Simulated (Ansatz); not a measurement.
Values for one crystal, relaxed and computed with PBEsol (plane waves, PAW; program Ansatz); other levels are named.

| Quantity | Result |
|---|---|
| Volume per atom | 33.43 Å³ |
| Band gap | 0.65 eV (direct) |
| Elastic constants (relaxed ions, GPa) | C11 = 126, C12 = 4.6, C44 = 14.8 |
| HSE06 gap on the PBEsol cell | 1.09 eV |
| Hill bulk and shear moduli | 45.0 and 27.2 GPa |
| Gap with spin–orbit coupling | 0.15 eV |
| Electron effective mass | 0.097, 0.097, 0.27 mₑ (principal values) |

### Question
Pick the material that matches.
A) KF, rock salt
B) NaI, rock salt
C) TePb, rock salt
D) MgSe, rock salt

### Answer
C, TePb, rock salt

Space group Fm-3m (rock salt). The PBEsol relaxation kept the symmetry of its start. Spin–orbit coupling is left out wherever it is not named.

Potentials: the later of the program's two PAW sets.
